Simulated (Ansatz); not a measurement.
# Ca3P2O8: levels and charges under dearer methods

A database entry relaxed whole under r2SCAN at zero pressure (R-3m, No. 166):

```yaml
crystal:
  lattice:
    - [2.62206, 1.51385, 6.21365]
    - [-2.62206, 1.51385, 6.21365]
    - [0.00000, -3.02770, 6.21365]
  atoms:
    - { symbol: Ca, position: [0.00000, 0.00000, 0.00000] }
    - { symbol: Ca, position: [0.20322, 0.20322, 0.20322] }
    - { symbol: Ca, position: [0.79678, 0.79678, 0.79678] }
    - { symbol: P, position: [0.40514, 0.40514, 0.40514] }
    - { symbol: P, position: [0.59486, 0.59486, 0.59486] }
    - { symbol: O, position: [0.32336, 0.32336, 0.32336] }
    - { symbol: O, position: [0.67664, 0.67664, 0.67664] }
    - { symbol: O, position: [0.27276, 0.75347, 0.27276] }
    - { symbol: O, position: [0.27276, 0.27276, 0.75347] }
    - { symbol: O, position: [0.75347, 0.27276, 0.27276] }
    - { symbol: O, position: [0.72724, 0.24653, 0.72724] }
    - { symbol: O, position: [0.24653, 0.72724, 0.72724] }
    - { symbol: O, position: [0.72724, 0.72724, 0.24653] }
```

Its volume is 11.38 Å³ an atom, -0.3 % against the entry's 11.42, a cell as deposited in COD (1987).

Single points on this cell with plane-wave PAW DFT (Ansatz 0.2.0; r2SCAN 500 eV, hybrids 420 eV; fermi-dirac occupations of width 0.020 eV; no moments): r2SCAN on a 6×6×6 Γ-centred mesh; HSE06 on a 4×4×4 Γ-centred mesh; PBE0 on a 4×4×4 Γ-centred mesh.

Q: How do gap, pressure and charges move from level to level?

A: The runs give:

| level | gap (eV), or kind | pressure (GPa) | Bader charge of Ca (e) | Bader charge of P (e) | Bader charge of O (e) |
| --- | --- | --- | --- | --- | --- |
| r2SCAN | 6.30 | 0.0 | +1.66 | +3.88 | -1.59 |
| HSE06 | 7.48 | 0.1 | +1.68 | +3.87 | -1.60 |
| PBE0 | 8.24 | -0.1 | +1.68 | +3.87 | -1.60 |

Under r2SCAN the gap is 6.30 eV, over mesh and band path. HSE06 moves it by +1.18 eV and PBE0 by +1.94 eV; PBE0 keeps its exact exchange at long range, which widens the gap over HSE06's by 0.75 eV on their common mesh.

Caveats: the relaxation kept the start's symmetry; HSE06 is read on its mesh and at the zone's corners, PBE0 on its mesh alone; hybrid pressures are good to a few tenths of a GPa; pressure is positive in compression.
